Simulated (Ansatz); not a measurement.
## What DFT gives for LuCuPO

```xyz
8
Lattice="3.9063 0.0000 0.0000 0.0000 3.9063 0.0000 0.0000 0.0000 8.4780" Properties=species:S:1:pos:R:3 pbc="T T T"
Lu    0.9766    0.9766    5.6262
Lu    2.9298    2.9298    2.8518
Cu    2.9298    0.9766    0.0000
Cu    0.9766    2.9298    0.0000
P     0.9766    0.9766    1.5125
P     2.9298    2.9298    6.9655
O     2.9298    0.9766    4.2390
O     0.9766    2.9298    4.2390
```

Single point in Ansatz 0.2.0 with r2SCAN, with U = 1.98 eV and J = 0.97 eV on Cu d (all-electron-ortho-atomic projectors), collinear spin. Cutoff 500 eV, PAW datasets, 6×6×3 Γ-centred k mesh, fermi-dirac filling (width 0.0529 eV).

The state carries no moments; the state need not be the lowest.

Task: Is the cell too large or too small?

Result: The pressure is -16.7 GPa (compression positive), so with the atoms held at these fractions the cell would first shrink; the forces are large, so a full relaxation may end otherwise. The principal stresses -20.7, -14.8, -14.8 GPa differ, so its shape would change too.

Task: What do density and ELF say about some of the short contacts?

Result: Lu–O at 2.40 Å: least valence density 0.33 e/Å³ and ELF 0.11 there. Cu–Cu at 2.76 Å: least valence density 0.20 e/Å³ and ELF 0.20 there. O–O at 2.76 Å: least valence density 0.13 e/Å³ and ELF 0.06 there. Cu–P at 2.47 Å is left out, since its least density falls inside a PAW sphere. These are pseudo-fields; inside the PAW spheres they differ from the all-electron ones.

Task: Is there a gap?

Result: It is a metal, with about 4.8 states/eV a cell as the mean within 0.25 eV of the Fermi level, mostly P p (52 %), O p (19 %) and Cu d (17 %).

Task: Where is the largest force?

Result: The largest is on Lu1 (and as large on other atoms): 4.48 eV/Å, components (0.00, 0.00, -4.48). It makes 55° with the line to a nearest neighbour, O7 at 2.40 Å.

Task: Which element gives electrons and which takes them?

Result: Bader charges in e: Lu +2.11, Cu +0.23, P -1.00, O -1.34. In the mean Lu gives up most and O takes most.

Origin: a known structure type with other elements, at an estimated volume, so it need not be a known compound. Caveats: atoms or cell far from equilibrium.
